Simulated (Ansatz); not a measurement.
Values for one crystal, relaxed and computed with PBEsol (plane waves, PAW; program Ansatz); other levels are named.

Volume per atom: 11.10 Å³
Electronic character: metallic (no gap)
Highest zone-centre frequency: 28.82 THz
Zone-centre stability: no imaginary mode at Γ
Density of states at the Fermi level: 0.25 states/eV per atom (mean over ±0.08 eV)
Formation energy from the elements (no fitted shifts): -935 meV/atom
Pressure derivative B′: 4.1

Q: Which compound is it?
(A) LaSiO, P4/nmm (La on 2c, Si on 2a, O on 2c)
(B) Ti2SiB2, P-6m2 (Ti on 2h, Si on 1a, B on 1b, B on 1f)
(C) Y3Si5, P-62m (Y on 3f, Si on 2d, Si on 3g)
(D) TiC, CsCl type

A: B, Ti2SiB2, P-6m2 (Ti on 2h, Si on 1a, B on 1b, B on 1f)

The start of the workflow was typed in or built on a structure type; neither database checked (COD, Materials Project) lists it. Its standing as an ambient phase is unchecked. Symmetry was held in the PBEsol relaxation. The run is not spin-polarised. As this level gives no gap, phonon frequencies hold no LO–TO term and depend on the k-mesh and smearing (Fermi–Dirac, 0.1 eV here). The references are the lowest solids computed at this level, not always the standard phases.

Potentials: the earlier of the program's two PAW sets. The files were generated under PBE; for other functionals the program regenerates the frozen cores, and for LDA and PBEsol the local potential too.
